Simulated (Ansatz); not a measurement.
**Work and stress of cleavage in Mo**

Theory: DFT r2SCAN, scalar-relativistic, plane waves, PAW in Ansatz 0.2.0. Cutoff 500 eV, Γ-centred 24×24×6 k-points, Gaussian smearing of 0.15 eV. No spin polarisation. Energies are free energies at this smearing, counted from the undisturbed cell; pressure is positive in compression.

Reference structure (relaxed at this level; with this scan's settings it stands at -0.2 GPa; this form isn't the usual structure):

```
CELL_PARAMETERS angstrom
-2.74882 0.00000 0.00000
-1.37441 -2.38055 0.00000
0.00000 0.00000 10.13560
ATOMIC_POSITIONS crystal
Mo 0.00000 0.00000 0.87500
Mo 0.00000 0.00000 0.12500
Mo 0.00000 0.00000 0.37500
Mo 0.00000 0.00000 0.62500
```

The cut lies on the cell's a–b face, a (0 0 1) plane (indices in the standard cell, whose axes needn't be the Cartesian ones shown) of area 6.54 Å², between layers 2.53 Å apart. Vector c is lengthened by d along the normal with the atoms' Cartesian places fixed: one unrelaxed cut a cell. The traction is positive where the two halves pull on each other.

```csv
d (Å),energy (J/m²),traction (GPa)
-0.30,0.74,-57.1
-0.15,0.14,-22.8
0.00,0.00,1.9
0.25,0.38,25.1
0.50,1.11,31.3
0.75,1.87,29.2
1.00,2.54,24.0
1.50,3.48,14.1
2.00,4.01,7.7
3.00,4.45,2.1
4.50,4.57,0.2
6.00,4.58,0.0
```

Q: What are the work of separation and the cleavage stress, and do they fit the universal binding curve?

A: The energy levels off near W ≈ 4.58 J/m² (the traction is down to 0.0 GPa), the energy of the two unrelaxed faces, 2.29 J/m² each on average. The largest sampled traction is 31.3 GPa at d = 0.50 Å, and a parabola through it and its two neighbours peaks at σ_max ≈ 31.6 GPa, d ≈ 0.56 Å. The curve E = W[1 − (1 + d/ℓ)exp(−d/ℓ)] peaks in traction at d = ℓ with σ_max = W/(eℓ); with 1 J/m² per Å = 10 GPa this W and σ_max give ℓ = 0.53 Å. A parabola through that curve at the same three d peaks at 0.57 Å, against 0.56 Å here, a fair fit. Real crystals break at far lower stress, because cracks concentrate it, and on the plane of lowest W, which needn't be this one.

The cut is rigid; relaxing the faces lowers these energies and usually the stresses.

In a metal these slopes depend on the k mesh and the smearing.

Cost: 12 runs of about 18 core-minutes in all, on Arm Neoverse V1 (shared hosts).